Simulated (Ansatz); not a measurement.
GaS (beta-GaS type, space group P6_3/mmc)

```xyz
8
Lattice="3.5906 0.0000 0.0000 -1.7953 3.1096 0.0000 0.0000 0.0000 15.4487" Properties=species:S:1:pos:R:3 pbc="T T T"
Ga     0.0000     2.0731     2.6381
Ga     1.7953     1.0365    10.3625
Ga     1.7953     1.0365    12.8106
Ga     0.0000     2.0731     5.0862
S      0.0000     2.0731     9.2747
S      1.7953     1.0365     1.5503
S      1.7953     1.0365     6.1741
S      0.0000     2.0731    13.8984
```

This relaxed cell (volume V₀) is scaled evenly in all directions, its shape held. The atoms relax within the cell's symmetry.

Level of theory: PBE-D3(BJ) (plane waves to 420 eV, PAW, scalar-relativistic; Ansatz, a quantum-chemistry and plane-wave program). k mesh 11×11×3 (Γ-centred), Fermi-Dirac smearing 0.05 eV. The energy includes the smearing's −TS. Stress and pressure are positive under compression. GaS was relaxed with its symmetry unable to fall. The zero of ΔE is the relaxed starting cell.

Q: Predict the ΔE (meV/atom) and P (GPa) at V/V₀ = 0.940, 0.964, 0.976, 0.988, 1.012, 1.048.

A: 
```
V/V₀   ΔE (meV/atom)  P (GPa)
-----  -------------  -------
0.940           10.8     2.86
0.964            3.7     1.59
0.976            1.6     1.02
0.988            0.4     0.49
1.012            0.4    -0.46
1.048            5.6    -1.66
```

(A scan under strain: stresses follow from slopes of the energy per volume, elastic moduli from its curvatures.)
